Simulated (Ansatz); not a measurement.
Relaxed-ion elastic tensor of Sn (simple cubic, Pm-3m) in GPa (Voigt order), plane-wave PAW PBE (Ansatz code); density 6.69 g/cm³, 29.45 Å³ per atom.

```
 104  17.2  17.2   0.0   0.0   0.0
17.2   104  17.2   0.0   0.0   0.0
17.2  17.2   104   0.0   0.0   0.0
 0.0   0.0   0.0   3.3   0.0   0.0
 0.0   0.0   0.0   0.0   3.3   0.0
 0.0   0.0   0.0   0.0   0.0   3.3
```

**Question.** Is the crystal mechanically stable?

**Answer.** Yes: the smallest eigenvalue of C is 3.3 GPa.

**Question.** Work out the Voigt and Reuss bounds. Is their mean of use?

**Answer.** K_V = 46.2, K_R = 46.2; G_V = 19.4, G_R = 5.3 GPa. The bounds lie so far apart that a Hill average or a Debye temperature from it would say little.

The cell is a constructed one: a structure type filled with these elements; neither database checked (COD, Materials Project) lists it. It is not the phase usual at ambient conditions (space group No. 141). The cell was relaxed with PBE under the symmetry of its start; its stability against distortions is not shown here. As this level gives no gap, shear constants depend on the k-mesh and smearing (Fermi–Dirac, 0.1 eV here). Spin–orbit coupling is left out wherever it is not named.

Potentials: the later of the program's two PAW sets.
